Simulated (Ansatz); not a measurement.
Property card for SnS$_{7}$

These are results of DFT PBE, scalar-relativistic, plane waves, PAW (Ansatz 0.2.0), not measurements.

Settings: cutoff 420 eV, Γ-centred mesh 8×8×8 on the computed 8-atom cell, Gaussian smearing of 0.10 eV; no spin polarisation.

The structure is relaxed at this level of theory with its symmetry kept, and needn't be the ground state of this composition.

```
CELL_PARAMETERS angstrom
0.00000 4.84037 4.84037
4.84037 0.00000 4.84037
4.84037 4.84037 0.00000
ATOMIC_POSITIONS crystal
Sn 0.50000 0.50000 0.50000
S 0.22966 0.77034 0.77034
S 0.77034 0.22966 0.22966
S 0.77034 0.22966 0.77034
S 0.22966 0.77034 0.22966
S 0.77034 0.77034 0.22966
S 0.22966 0.22966 0.77034
S 0.00000 0.00000 0.00000
```

```json
{"Space group": "Fm-3m (No. 225)", "Volume per atom": "28.35 Å³", "Formation energy from the elements' standard states (uncorrected)": "+0.880 eV/atom", "Kohn–Sham band gap": "none (metal)", "Density of states at the Fermi level": "4.0 states/eV per cell", "Orbital (Löwdin) character within 0.5 eV of the Fermi level": "S 3p 92 %", "Bader charge by site (e)": "Sn (1 in the cell) 1.29, S (6 in the cell) -0.27, S (1 in the cell) 0.36"}
```

The cell was found from a structure generator's guess, not taken from experiment. Löwdin shares on free-atom orbitals overweight diffuse shells.
